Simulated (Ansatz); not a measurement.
Before relaxation, H put at a top Li site (Li, P6_3/mmc (No. 194), (0 0 1) face):

```yaml
crystal:
  lattice:
    - [3.09261, 0.00000, 0.00000]
    - [-1.54631, 2.67828, 0.00000]
    - [0.00000, 0.00000, 26.59622]
  atoms:
    - { symbol: Li, position: [0.66667, 0.33333, 0.31959] }
    - { symbol: Li, position: [0.33333, 0.66667, 0.41480] }
    - { symbol: Li, position: [0.66667, 0.33333, 0.51159] }
    - { symbol: Li, position: [0.33333, 0.66667, 0.60333] }
    - { symbol: H, position: [0.33333, 0.66667, 0.66349] }
```

The calculation used DFT r2SCAN, scalar-relativistic, plane waves, PAW (Ansatz 0.2.0). Plane waves to 500 eV, a k mesh through Γ of 9×9×1 on the computed 5-atom cell and Gaussian smearing (0.10 eV); no spin polarisation. The cell repeats along c with a dipole correction in the vacuum.

Atoms 1, 2 (counted from 1) are held. The cell is fixed. Force threshold 0.03 eV/Å.

(1) Where does it end?

The end is the local minimum or symmetric point that this start leads to. The slab is only 7.6 Å thick, so the energy isn't converged with thickness.

## Answers

(1) The energy falls by 0.042 eV in 5 steps, to:

```
Li H
1.0
     3.09261    0.00000    0.00000
    -1.54631    2.67828    0.00000
     0.00000    0.00000   26.59622
Li H
4 1
Direct
  0.66667 0.33333 0.31959
  0.33333 0.66667 0.41480
  0.66667 0.33333 0.51090
  0.33333 0.66667 0.61105
  0.33333 0.66667 0.67464
```

The reference crystal is a form of Li, which isn't its usual structure.